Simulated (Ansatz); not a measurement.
IrPtN₂ in space group R-3m (No. 166; Ir on 3b, Pt on 3a, N on 6c), PBE in the plane-wave PAW code Ansatz, all energies at zero smearing, with the estimated change up to a 700 eV cutoff added, with one set of potentials and settings (totals compare only within such a set). Cell of 4 atoms (1 Ir, 1 Pt, 2 N): -25227.087 eV.

| element | reference phase | E (eV/atom) |
|---|---|---|
| Ir | Fm-3m, 1 atoms in the cell | -11936.8363 |
| Pt | Fm-3m, 1 atoms in the cell | -12524.7059 |
| N | Pa-3, 8 atoms in the cell | -384.0342 |

Formation energy per atom, worked out: (-25227.087 − 1×(-11936.8363) − 1×(-12524.7059) − 2×(-384.0342))/4 = 0.631 eV/atom (61 kJ per mol of atoms), at 0 K, without zero-point energy or fitted corrections.

The start of the workflow was typed in or built on a structure type; neither database checked (COD, Materials Project) lists it. Whether it is the stable phase at ambient conditions was not checked. The cell was relaxed with PBE under the symmetry of its start; its stability against distortions is not shown here. The workflow began spin-polarised and lost its moments. Its formation energy is positive at this level, so the cell may be metastable or incomplete. The references are the lowest solids computed at this level, not always the standard phases (solids in place of the gases). Spin–orbit coupling is left out wherever it is not named.

Potentials: the earlier of the program's two PAW sets.
